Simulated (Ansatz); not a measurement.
LaTl3:
```
CELL_PARAMETERS angstrom
      4.86286     0.00000     0.00000
      0.00000     4.86286     0.00000
      0.00000     0.00000     4.86286
ATOMIC_POSITIONS crystal
  Tl 0.00000 0.50000 0.50000
  Tl 0.50000 0.00000 0.50000
  Tl 0.50000 0.50000 0.00000
  La 0.00000 0.00000 0.00000
```

Relaxed with r²SCAN.

### Question
Map the electron localisation function on the plane through (0.000, 0.500, 0.500) spanned by u = [1, 1, 0] and v = [1, 0, 1] in lattice vectors, from the program Ansatz at the r²SCAN level (PAW).

### Answer
x is the fraction of u, y of v (the angle between them is 60°; rows are the nearest grid lines); atoms in the plane: Tl at (0.00, 0.00), Tl at (0.50, 0.00), Tl at (0.00, 0.50), La at (0.50, 0.50).
```
y \ x   0.000  0.0882  0.176  0.265  0.353  0.441  0.559  0.647  0.735  0.824  0.912   1.00
------  -----  ------  -----  -----  -----  -----  -----  -----  -----  -----  -----  -----
1.00    0.094   0.227  0.306  0.221  0.370  0.040  0.040  0.370  0.221  0.306  0.227  0.094
0.912   0.227   0.213  0.361  0.277  0.314  0.393  0.142  0.402  0.264  0.206  0.360  0.227
0.853   0.370   0.393  0.356  0.305  0.252  0.349  0.393  0.370  0.264  0.158  0.264  0.370
0.765   0.221   0.314  0.340  0.148  0.095  0.109  0.340  0.314  0.221  0.206  0.206  0.221
0.706   0.269   0.253  0.214  0.110  0.390  0.390  0.109  0.252  0.249  0.282  0.304  0.269
0.618   0.388   0.326  0.214  0.182  0.831  0.820  0.729  0.095  0.305  0.351  0.348  0.388
0.529   0.004   0.334  0.358  0.110  0.831  0.210  0.653  0.651  0.148  0.356  0.137  0.004
0.471   0.004   0.137  0.356  0.148  0.651  0.653  0.210  0.831  0.110  0.358  0.334  0.004
0.382   0.388   0.348  0.351  0.305  0.095  0.729  0.820  0.831  0.182  0.214  0.326  0.388
0.294   0.269   0.304  0.282  0.249  0.252  0.109  0.390  0.390  0.110  0.214  0.253  0.269
0.235   0.221   0.206  0.206  0.221  0.314  0.340  0.109  0.095  0.148  0.340  0.314  0.221
0.147   0.370   0.264  0.158  0.264  0.370  0.393  0.349  0.252  0.305  0.356  0.393  0.370
0.0882  0.227   0.360  0.206  0.264  0.402  0.142  0.393  0.314  0.277  0.361  0.213  0.227
0.000   0.094   0.227  0.306  0.221  0.370  0.040  0.040  0.370  0.221  0.306  0.227  0.094
```

The density is the valence pseudo-density with augmentation charge, so density and ELF within about 1 Å of a nucleus are not all-electron values.

Space group Pm-3m (Cu3Au type). The workflow started from an entry of the Crystallography Open Database (COD). Whether it is the stable phase at ambient conditions was not checked. Symmetry was held in the r²SCAN relaxation; whether a distortion lowers the energy is not shown. Spin–orbit coupling is left out wherever it is not named.

Potentials: the later of the program's two PAW sets.
